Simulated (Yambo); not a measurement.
CsSnI3 (space group P4/mbm, No. 127), G0W0@PBEsol in Yambo with this input:

```
rim_cut
gw0
dyson
el_el_corr
HF_and_locXC
ppa
em1d
RandQpts= 1000000
RandGvec= 1 Ry
EXXRLvcs= 72 Ry
VXCRLvcs= 288 Ry
Chimod= "HARTREE"
% BndsRnXp
 1 | 650 |
%
NGsBlkXp= 7 Ry
% LongDrXp
 1.0 | 1.0 | 1.0 |
%
PPAPntXp= 27.2114 eV
% GbndRnge
 1 | 650 |
%
GTermKind= "BG"
DysSolver= "n"
ExtendOut
```

On a 1×1×2 mesh, with wavefunctions cut at 72 Ry, the gap (Z → Z) is 1.065 eV and the valence edge shifts by -0.616 eV.

Q: What happens with this change: 2 Ry block?

A: The gap falls by 0.367 eV, to 0.698 eV; the shift of the valence edge becomes -0.155 eV. Neither run is shown to be the converged limit.

The standard potential for Sn keeps a d shell in the valence without the s and p states of that shell. In tests on such compounds this moved G0W0 gaps by up to about 0.9 eV, so absolute quasiparticle energies here are unreliable; differences between settings are what counts.

Spin-orbit coupling is not included.

Geometry of the Materials Project entry, not relaxed at this level; primitive cell a = 8.6604 Å, b = 8.6604 Å, c = 6.3612 Å, α = 90.00°, β = 90.00°, γ = 90.00°.

A shift is the quasiparticle energy of the state minus its PBEsol energy.
